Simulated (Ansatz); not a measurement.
Given:

TaAg:
```cif
data_Ag2Ta2
_chemical_formula_sum 'Ag2 Ta2'
_space_group_name_H-M_alt 'P 1'
_space_group_IT_number 1
_cell_length_a 4.73577
_cell_length_b 2.76739
_cell_length_c 5.28025
_cell_angle_alpha 90.000
_cell_angle_beta 90.000
_cell_angle_gamma 90.000
loop_
_space_group_symop_operation_xyz
  'x, y, z'
loop_
_atom_site_label
_atom_site_type_symbol
_atom_site_fract_x
_atom_site_fract_y
_atom_site_fract_z
_atom_site_occupancy
Ag1 Ag 0.25000 0.00000 0.85431 1
Ag2 Ag 0.75000 0.00000 0.14569 1
Ta1 Ta 0.25000 0.50000 0.35101 1
Ta2 Ta 0.75000 0.50000 0.64899 1
```

This is the r²SCAN-relaxed structure.

Question: All from plane-wave PAW r²SCAN (Ansatz code), unless another level is named. Estimate the density of states at the Fermi level.

Answer: 0.46 states/eV per atom (mean over ±0.08 eV).

Question: What about the formation energy from the elements (no fitted shifts)?

Answer: 0.41 eV/atom.

Space group Pmma. The start of the workflow was typed in or built on a structure type; neither database checked (COD, Materials Project) lists it. Whether it is the stable phase at ambient conditions was not checked. Symmetry was held in the r²SCAN relaxation; whether a distortion lowers the energy is not shown. The run is not spin-polarised. Its formation energy is positive at this level, so the cell may be metastable or incomplete. The references are the lowest solids computed at this level, not always the standard phases. Scalar-relativistic: spin–orbit coupling is off unless named, which matters more the heavier the elements.

Potentials: the later of the program's two PAW sets.
